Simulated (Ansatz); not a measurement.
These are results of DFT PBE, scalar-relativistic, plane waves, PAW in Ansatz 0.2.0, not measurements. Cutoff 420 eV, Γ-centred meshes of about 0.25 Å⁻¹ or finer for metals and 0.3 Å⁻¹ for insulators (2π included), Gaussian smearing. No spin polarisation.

These are static total energies at zero pressure.

Two relaxed structures of Mg3Cd2Te3:

A.

```yaml
crystal:
  lattice:
    - [10.15186, 0.00000, 0.00000]
    - [-5.07593, 8.79177, 0.00000]
    - [0.00000, 0.00000, 5.69849]
  atoms:
    - { symbol: Mg, position: [0.74518, 0.74518, 0.25000] }
    - { symbol: Mg, position: [0.00000, 0.25482, 0.25000] }
    - { symbol: Mg, position: [0.25482, 0.00000, 0.25000] }
    - { symbol: Mg, position: [0.74518, 0.00000, 0.75000] }
    - { symbol: Mg, position: [0.25482, 0.25482, 0.75000] }
    - { symbol: Mg, position: [0.00000, 0.74518, 0.75000] }
    - { symbol: Cd, position: [0.66667, 0.33333, 0.50000] }
    - { symbol: Cd, position: [0.66667, 0.33333, 0.00000] }
    - { symbol: Cd, position: [0.33333, 0.66667, 0.00000] }
    - { symbol: Cd, position: [0.33333, 0.66667, 0.50000] }
    - { symbol: Te, position: [0.00000, 0.69685, 0.25000] }
    - { symbol: Te, position: [0.69685, 0.00000, 0.25000] }
    - { symbol: Te, position: [0.30315, 0.30315, 0.25000] }
    - { symbol: Te, position: [0.00000, 0.30315, 0.75000] }
    - { symbol: Te, position: [0.30315, 0.00000, 0.75000] }
    - { symbol: Te, position: [0.69685, 0.69685, 0.75000] }
```

B.

```yaml
crystal:
  lattice:
    - [6.03200, 0.00000, 0.00000]
    - [0.00000, 6.03200, 0.00000]
    - [0.00000, 0.00000, 6.03200]
  atoms:
    - { symbol: Mg, position: [0.50000, 0.00000, 0.00000] }
    - { symbol: Mg, position: [0.00000, 0.50000, 0.00000] }
    - { symbol: Mg, position: [0.00000, 0.00000, 0.50000] }
    - { symbol: Cd, position: [0.00000, 0.00000, 0.00000] }
    - { symbol: Cd, position: [0.50000, 0.50000, 0.50000] }
    - { symbol: Te, position: [0.00000, 0.50000, 0.50000] }
    - { symbol: Te, position: [0.50000, 0.00000, 0.50000] }
    - { symbol: Te, position: [0.50000, 0.50000, 0.00000] }
```

Question: Which form is favoured at zero pressure, and by what margin per atom?

Answer: A is lower, by 57 meV/atom. A has space group P6_3/mcm (No. 193), 31.8 Å³/atom and no gap on its mesh; B has space group Pm-3m (No. 221), 27.4 Å³/atom and no gap. Counting Te atoms around Cd and Mg (those within 1.25 times the shortest such distance or 1.15 times the sum of covalent radii, 1.27 where that leaves under three; the shortest distance is added where it exceeds 1.18 times the sum of covalent radii; a slash parts the counts of unlike sites), A has Mg 4, Cd 6 from 3.8 Å and B has Mg 4, Cd 6/12 from 4.3 Å. The lower one is the more open, so pressure narrows the difference. Both come from trial cells of a structure search, whose lowest cell (I4/mmm, 27.4 Å³/atom) lies 126 meV/atom below the lower of the two.

These runs have no spin–orbit coupling, which can matter for Te. Cells relaxed within their symmetry can be saddle points. Some structure types and database cells were kept out of the candidates from the start, so a known form may be missing.
